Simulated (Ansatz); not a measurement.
Data:

Re2B:
```cif
data_B2Re4
_chemical_formula_sum 'Re4 B2'
_space_group_name_H-M_alt 'P4/nmm :1'
_space_group_IT_number 129
_space_group_name_Hall 'P 4ab 2ab -1ab'
_cell_length_a 3.51505
_cell_length_b 3.51505
_cell_length_c 5.96181
_cell_angle_alpha 90.000
_cell_angle_beta 90.000
_cell_angle_gamma 90.000
loop_
_space_group_symop_operation_xyz
  'x, y, z'
  '-y+1/2, x+1/2, z'
  '-x, -y, z'
  'y+1/2, -x+1/2, z'
  'x+1/2, -y+1/2, -z'
  '-y, -x, -z'
  '-x+1/2, y+1/2, -z'
  'y, x, -z'
  '-x+1/2, -y+1/2, -z'
  'y, -x, -z'
  'x+1/2, y+1/2, -z'
  '-y, x, -z'
  '-x, y, z'
  'y+1/2, x+1/2, z'
  'x, -y, z'
  '-y+1/2, -x+1/2, z'
loop_
_atom_site_label
_atom_site_type_symbol
_atom_site_symmetry_multiplicity
_atom_site_Wyckoff_symbol
_atom_site_fract_x
_atom_site_fract_y
_atom_site_fract_z
_atom_site_occupancy
Re1 Re 2 a 0.00000 0.00000 0.00000 1
Re2 Re 2 c 0.50000 0.00000 0.34815 1
B1 B 2 c 0.00000 0.50000 0.29081 1
```

This is the r²SCAN-relaxed structure.

All from DFT-r²SCAN in the program Ansatz with PAW potentials, unless another level is named. Give the electronic character.

metallic (no gap).

And the density of states at the Fermi level?

0.50 states/eV per atom (mean over ±0.08 eV).

Give the formation energy from the elements (no fitted shifts).

0.32 eV/atom.

A made-up cell: these elements were put on the sites of a structure type; neither database checked (COD, Materials Project) lists it. Whether it is the stable phase at ambient conditions was not checked. The cell was relaxed with r²SCAN under the symmetry of its start; whether a distortion lowers the energy is not shown. No spin polarisation was allowed. The references are the lowest solids computed at this level, not always the standard phases. Scalar-relativistic: spin–orbit coupling is off unless named, which matters more the heavier the elements.

Potentials: the earlier of the program's two PAW sets.
